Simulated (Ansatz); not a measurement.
**TiOsC₄N₄: start and end of a relaxation**

Recipe of this trial structure of TiOsC₄N₄: two interpenetrating cyanide-bridged diamond nets (P-43m, No. 215). Lengths were set from tabulated atomic sizes, so they are only a guess.

start.cif

```cif
data_structure
_symmetry_space_group_name_H-M 'P 1'
_symmetry_Int_Tables_number 1
_cell_length_a 5.8844
_cell_length_b 5.8844
_cell_length_c 5.8844
_cell_angle_alpha 90.000
_cell_angle_beta 90.000
_cell_angle_gamma 90.000
_cell_volume 203.75
loop_
_atom_site_label
_atom_site_type_symbol
_atom_site_fract_x
_atom_site_fract_y
_atom_site_fract_z
_atom_site_occupancy
Ti1 Ti 0.50000 0.50000 0.50000 1
Os1 Os 0.00000 0.00000 0.00000 1
C1 C 0.18603 0.18603 0.18603 1
C2 C 0.18603 0.81397 0.81397 1
C3 C 0.81397 0.18603 0.81397 1
C4 C 0.81397 0.81397 0.18603 1
N1 N 0.30082 0.30082 0.30082 1
N2 N 0.30082 0.69918 0.69918 1
N3 N 0.69918 0.30082 0.69918 1
N4 N 0.69918 0.69918 0.30082 1
```

Level of theory: Ansatz, DFT PBE, scalar-relativistic, plane waves, PAW. Cutoff 420 eV, Gaussian smearing, Γ-centred meshes. Cell and atoms relax first on a coarse mesh and then on a finer one. In between, the cell is made exact in the group found at 0.06 Å. In metals the finer mesh still leaves noise of several meV/atom or more. The steps can't lower the symmetry of their start. Collinear spin, starting moments Ti 1.0; Os 1.0 μB; they died out on the coarse mesh, so the last step has no spin.

end.cif

```cif
data_structure
_symmetry_space_group_name_H-M 'P 1'
_symmetry_Int_Tables_number 1
_cell_length_a 5.8169
_cell_length_b 5.8169
_cell_length_c 5.8169
_cell_angle_alpha 90.000
_cell_angle_beta 90.000
_cell_angle_gamma 90.000
_cell_volume 196.82
loop_
_atom_site_label
_atom_site_type_symbol
_atom_site_fract_x
_atom_site_fract_y
_atom_site_fract_z
_atom_site_occupancy
Ti1 Ti 0.50000 0.50000 0.50000 1
Os1 Os 0.00000 0.00000 0.00000 1
C1 C 0.18947 0.18947 0.18947 1
C2 C 0.18947 0.81053 0.81053 1
C3 C 0.81053 0.18947 0.81053 1
C4 C 0.81053 0.81053 0.18947 1
N1 N 0.30910 0.30910 0.30910 1
N2 N 0.30910 0.69090 0.69090 1
N3 N 0.69090 0.30910 0.69090 1
N4 N 0.69090 0.69090 0.30910 1
```

The symmetry stays P-43m (No. 215). The volume per atom shrinks by 3.4 %, from 20.4 to 19.7 Å³. The shortest distance goes from 1.17 Å (C–N) to 1.21 Å (C–N).

```json
{"Volume per atom": "19.68 Å³", "Density": "2.89 g/cm³", "Energy over the elements": "+0.21 eV/atom", "Gap on the 8×8×8 mesh of the 10-atom cell": "0 eV (a metal)"}
```

Energies over the elements count from the elements' standard structures at the same level (N₂ as a molecule), with no fitted energy shifts. A positive value: parting into the elements would lower its energy.

The last run used Gaussian smearing of 0.10 eV. These runs have no spin–orbit coupling, which can matter for Os. The reference form of C is held partly by dispersion forces, which this level lacks. Symmetry constrained the relaxation, so the result can be a saddle point. In all, the 4 runs took 2.5 min on 1 thread of Intel(R) Xeon(R) 6975P-C (Granite Rapids), with other jobs on the host.
